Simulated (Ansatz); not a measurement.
## Computed generalised stacking-fault energy along a line: LiCl (rock salt)

Generalised stacking fault of LiCl (rock salt) on the {100} plane. The cell below holds the perfect crystal with the plane normal along z; tilting its third vector by the shift puts one fault into each cell, between planes 2.58 Å apart, at fixed cell height.

```
LiCl
1.0
    3.64188     0.00000     0.00000
    0.00000     3.64188     0.00000
    1.82094     1.82094     7.72559
Cl Li
3 3
Direct
  0.00000   0.00000   0.83333
  0.33333   0.33333   0.16667
  0.66667   0.66667   0.50000
  0.50000   0.50000   0.83333
  0.83333   0.83333   0.16667
  0.16667   0.16667   0.50000
```

In-plane vectors a = (3.642, 0.000) Å, b = (0.000, 3.642) Å, area 13.26 Å². The shift is s times the vector a (length 3.642 Å), so s = 1 restores the start. The shift is rigid: no atom relaxes. γ = [E(shift) − E(0)] / area.

Calculation: PBE (plane waves to 420 eV, PAW, scalar-relativistic; Ansatz, a quantum-chemistry and plane-wave program). k mesh 8×8×8 (Γ-centred), Fermi-Dirac smearing 0.05 eV. E is the zero-smearing estimate. Stress and pressure are positive under compression. Faults lie only 7.7 Å apart, and holding the cell height and the atoms raises γ above its relaxed value. LiCl was relaxed with its symmetry unable to fall. The zero of γ is zero shift.

```
shift (Å)  γ (meV/Å²)  σ normal to the fault (GPa)
---------  ----------  ---------------------------
0.000             0.0                          0.0
0.303             2.4                          0.1
0.607             9.5                          0.6
0.910            19.8                          1.3
1.214            31.1                          2.3
1.517            40.0                          3.1
1.821            43.4                          3.4
2.124            40.0                          3.1
2.428            31.1                          2.3
2.731            19.8                          1.3
3.035             9.5                          0.6
3.338             2.4                          0.1
```

Derived quantities:

The highest computed γ on the line is 695 mJ/m² and the steepest slope dγ/d(shift) before the first maximum (spline) is 6.1 GPa. Position of the highest point: s = 0.500. Local minima between the ends: no computed point is one.

(The slope of γ gives the shear force per area between the displaced halves; near zero shift its curvature is an elastic stiffness.)
